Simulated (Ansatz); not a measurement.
ZrC (rock salt)

```
ZrC
1.0
    0.00000     4.70874     4.70874
    2.35437     0.00000     2.35437
    2.35437     2.35437     0.00000
C Zr
2 2
Direct
  0.00000   0.00000   0.00000
  0.50000   0.00000   0.00000
  0.25000   0.50000   0.50000
  0.75000   0.50000   0.50000
```

A phonon eigenvector at L = (0.5, 0.0, 0.0) is frozen into this cell: atom i moves by Q times the vector below, so Q is the largest atomic displacement, in Å. The cell is held. (q is in reciprocal vectors of the primitive cell; the cell shown is doubled to hold the pattern.)

```tsv
atom	x	y	z
C1	0.577	-0.577	-0.577
C2	-0.577	0.577	0.577
```

Atoms not listed stay in place.

Level of theory: PBE (plane waves to 420 eV, PAW, scalar-relativistic; Ansatz, a program for electronic structure). k mesh 17×17×17 (Γ-centred), Fermi-Dirac smearing 0.05 eV. With partly filled bands, energies and forces of such displacements shift with the k mesh and the smearing. ZrC is run without spin polarisation. ZrC was relaxed with its symmetry unable to fall. 

```tsv
Q (Å)	−dE/dQ from forces (eV/Å)
-0.100	3.745
-0.083	3.126
-0.067	2.504
-0.050	1.880
-0.033	1.254
-0.017	0.628
0.000	0.000
0.017	-0.628
0.033	-1.254
0.050	-1.880
0.067	-2.504
0.083	-3.126
0.100	-3.745
```

What harmonic wavenumber does the curvature at Q = 0 give?

653 cm⁻¹. E″ = 37.66 eV/Å², M = Σ mᵢ|uᵢ|² = 24.0 u, ν̃ = 521.5·√(|E″|/M).

(A displaced cell: forces are minus the slopes of the energy, force constants its curvatures, and phonons follow from these.)
